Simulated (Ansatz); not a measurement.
An Ansatz input and the part of its output that reports the observables at the nuclei.

The cell is a computed structure from the Materials Project (it need not be an observed phase), taken as it stands.

```yaml
crystal:
  lattice:
    - [4.3323486484, 2.5012826584, 7.51552392]
    - [-4.3323486484, 2.5012826584, 7.51552392]
    - [0.0, -5.0025653168, 7.51552392]
  atoms:
    - { symbol: Na, position: [0.50363452, 0.50363452, 0.50363452] }
    - { symbol: Na, position: [0.00363452, 0.00363452, 0.00363452] }
    - { symbol: Nb, position: [0.35503841, 0.35503841, 0.35503841] }
    - { symbol: Nb, position: [0.85503841, 0.85503841, 0.85503841] }
    - { symbol: Ga, position: [0.64791793, 0.64791793, 0.64791793] }
    - { symbol: Ga, position: [0.14791793, 0.14791793, 0.14791793] }
    - { symbol: P, position: [0.75730615, 0.03278412, 0.45603589] }
    - { symbol: P, position: [0.45603589, 0.75730615, 0.03278412] }
    - { symbol: P, position: [0.03278412, 0.45603589, 0.75730615] }
    - { symbol: P, position: [0.53278412, 0.25730615, 0.95603589] }
    - { symbol: P, position: [0.95603589, 0.53278412, 0.25730615] }
    - { symbol: P, position: [0.25730615, 0.95603589, 0.53278412] }
    - { symbol: O, position: [0.7270345, 0.86685081, 0.48725417] }
    - { symbol: O, position: [0.48725417, 0.7270345, 0.86685081] }
    - { symbol: O, position: [0.86685081, 0.48725417, 0.7270345] }
    - { symbol: O, position: [0.36685081, 0.2270345, 0.98725417] }
    - { symbol: O, position: [0.98725417, 0.36685081, 0.2270345] }
    - { symbol: O, position: [0.2270345, 0.98725417, 0.36685081] }
    - { symbol: O, position: [0.27494586, 0.13341727, 0.50699663] }
    - { symbol: O, position: [0.50699663, 0.27494586, 0.13341727] }
    - { symbol: O, position: [0.13341727, 0.50699663, 0.27494586] }
    - { symbol: O, position: [0.63341727, 0.77494586, 0.00699663] }
    - { symbol: O, position: [0.00699663, 0.63341727, 0.77494586] }
    - { symbol: O, position: [0.77494586, 0.00699663, 0.63341727] }
    - { symbol: O, position: [0.4251976, 0.77983159, 0.56724013] }
    - { symbol: O, position: [0.56724013, 0.4251976, 0.77983159] }
    - { symbol: O, position: [0.77983159, 0.56724013, 0.4251976] }
    - { symbol: O, position: [0.27983159, 0.9251976, 0.06724013] }
    - { symbol: O, position: [0.06724013, 0.27983159, 0.9251976] }
    - { symbol: O, position: [0.9251976, 0.06724013, 0.27983159] }
    - { symbol: O, position: [0.57750046, 0.21500597, 0.436008] }
    - { symbol: O, position: [0.436008, 0.57750046, 0.21500597] }
    - { symbol: O, position: [0.21500597, 0.436008, 0.57750046] }
    - { symbol: O, position: [0.71500597, 0.07750046, 0.936008] }
    - { symbol: O, position: [0.936008, 0.71500597, 0.07750046] }
    - { symbol: O, position: [0.07750046, 0.936008, 0.71500597] }
kpoints:
  mp_grid: { grid: [3, 3, 3] }
scf:
  occupations: { method: fermi_dirac, width: 0.02 }
hamiltonian:
  xc: r2scan
  pseudopotentials: { kind: paw }
output:
  forces: true
  stress: true
  populations: true
  efg:
    quadrupole_moments_barn: { Na: 0.104, Nb: -0.32, Ga: 0.107, O: -0.02558 }
    contact_densities: true
```

```sh
ansatz run input.yaml --threads 1 --pin off --max-ram 2560MiB --backend cpu --events-out ev --progress --plain --runs-dir out
```

Of the output, the block on the nuclei alone is shown; the set-up, the SCF iterations, energies, forces and stress are cut. One atom of each set with nearly equal values is shown.

```
--- PAW observables at the nuclei: V_zz in 10²¹ V/m², potentials from the cell's mean, atoms counted from 1 ---
  atom   1  Na V_zz =    -0.912642   η = 0.0000   by run symmetry: allowed   C_q = -2.2950 MHz
            electrostatic potential = -978.202543 V   contact ρ = 5891.966617 e/Å³
  atom   3  Nb V_zz =    -0.326126   η = 0.0000   by run symmetry: allowed   C_q = +2.5234 MHz
            electrostatic potential = -6126.132462 V   contact ρ = 540542.700196 e/Å³
  atom   5  Ga V_zz =    +0.226201   η = 0.0000   by run symmetry: allowed   C_q = +0.5852 MHz
            electrostatic potential = -4127.953212 V   contact ρ = 187196.125727 e/Å³
  atom   7  P  V_zz =    -3.421255   η = 0.5049   by run symmetry: allowed
            electrostatic potential = -1487.049393 V   contact ρ = 15981.466257 e/Å³
  atom  13  O  V_zz =   +11.617480   η = 0.1578   by run symmetry: allowed   C_q = -7.1857 MHz
            electrostatic potential = -619.978370 V   contact ρ = 2150.417397 e/Å³
  atom  19  O  V_zz =    +9.731082   η = 0.0344   by run symmetry: allowed   C_q = -6.0189 MHz
            electrostatic potential = -619.064746 V   contact ρ = 2150.803702 e/Å³
  atom  25  O  V_zz =   +10.975446   η = 0.3288   by run symmetry: allowed   C_q = -6.7886 MHz
            electrostatic potential = -619.979925 V   contact ρ = 2150.511557 e/Å³
  atom  31  O  V_zz =    +9.700327   η = 0.2114   by run symmetry: allowed   C_q = -5.9999 MHz
            electrostatic potential = -619.137578 V   contact ρ = 2150.705767 e/Å³
```

At this cell the r2SCAN pressure is -6 GPa, so with r2SCAN the cell would shrink if it were relaxed. The entry's cell may itself be off. The largest force is 0.4 eV/Å, so the atoms aren't at the calculated equilibrium and relaxing them would move these values. Without spin–orbit coupling (the program notes it for Nb) the gradients are little affected as a rule: paired runs on crystals with a gap mostly move them by under 2 % at such atoms.
